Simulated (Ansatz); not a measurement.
Given:

Ru:
```cif
data_Ru2
_chemical_formula_sum 'Ru2'
_space_group_name_H-M_alt 'P63/mmc'
_space_group_IT_number 194
_space_group_name_Hall '-P 6c 2c'
_cell_length_a 2.72076
_cell_length_b 2.72076
_cell_length_c 4.29516
_cell_angle_alpha 90.000
_cell_angle_beta 90.000
_cell_angle_gamma 120.000
loop_
_atom_site_label
_atom_site_type_symbol
_atom_site_symmetry_multiplicity
_atom_site_Wyckoff_symbol
_atom_site_fract_x
_atom_site_fract_y
_atom_site_fract_z
_atom_site_occupancy
Ru1 Ru 2 c 0.33333 0.66667 0.25000 1
```

This is the PBE-relaxed structure.

Question: All from PBE (plane waves, PAW; program Ansatz), unless another level is named. Give the density of states at the Fermi level.

Answer: 0.83 states/eV per atom (mean over ±0.08 eV).

Question: Next, the gap with spin–orbit coupling?

Answer: none (metallic).

Space group P6_3/mmc (hcp (Mg type)). The cell was relaxed with PBE under the symmetry of its start. The run is not spin-polarised. Spin–orbit coupling is left out wherever it is not named.

Potentials: the earlier of the program's two PAW sets.
